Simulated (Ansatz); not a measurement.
# NbRu: stationary points along a deformation path

Level of theory: DFT PBEsol, scalar-relativistic, plane waves, PAW (Ansatz). Cutoff 420 eV, Γ-centred 18×18×16 k-points, Gaussian smearing of 0.15 eV. No spin polarisation. Energies are free energies at this smearing, counted from the undisturbed cell; pressure is positive in compression.

The starting cell (as given, not relaxed at this level; it stands at 4.6 GPa, and it needn't be the usual structure):

```
Nb Ru
1.0
     3.00000    0.00000    0.00000
     0.00000    3.00000    0.00000
     0.00000    0.00000    3.38000
Nb Ru
1 1
Direct
  0.00000 0.00000 0.00000
  0.50000 0.50000 0.50000
```

At fixed volume and fractional coordinates, lengths along (0.000, 0.000, 1.000) are scaled against those across it; ρ is that ratio over its starting value. V = 15.210 Å³/atom. Δσ is the stress along the axis less the mean stress across it (compression positive).

| ρ | ΔE (meV/atom) | Δσ (GPa) | space group |
| --- | --- | --- | --- |
| 0.800 | 26.0 | 7.06 | P4/mmm |
| 0.850 | 18.7 | -1.87 | P4/mmm |
| 0.920 | 17.3 | 5.04 | P4/mmm |
| 0.960 | 3.5 | 3.89 | P4/mmm |
| 1.000 | 0.0 | -1.20 | P4/mmm |
| 1.050 | 12.7 | -7.17 | P4/mmm |
| 1.100 | 41.2 | -11.57 | P4/mmm |
| 1.200 | 97.9 | -9.55 | P4/mmm |
| 1.300 | 158.0 | -15.14 | P4/mmm |

Task: How does the stress give the slope of the energy, and where is the energy stationary?

Result: Along the path d ln(length) is 2/3 d ln ρ on the axis and −1/3 d ln ρ across it, so dE/d ln ρ = −(2/3) V Δσ: the energy falls with ρ where Δσ is positive. Δσ vanishes or changes sign between ρ = 0.800 and 0.850, a minimum (near 0.84 by linear interpolation); between ρ = 0.850 and 0.920, a maximum (near 0.87 by linear interpolation); between ρ = 0.960 and 1.000, a minimum (near 0.99 by linear interpolation). Pairs of stationary points between two samples would go unseen, and could change a minimum read from distant neighbours into a maximum.

Task: Integrate that slope from ρ = 1 to 0.850 by the trapezoid rule.

Result: With V/N in Å³ and 1 eV/Å³ = 160.2 GPa the slopes at ρ = 1.000, 0.960, 0.920, 0.850 are 76, -246, -319, 118 meV/atom per unit of ln ρ. The steps add 3.5 + 12.0 + 7.9 = 23.5 meV/atom, against 18.7 from the energies; the trapezoid rule misses the curvature of the slope within each step.

In a metal these slopes depend on the k mesh and the smearing.

Cost: 9 runs of about 1.8 core-minutes in all, on Arm Neoverse V2 (shared hosts).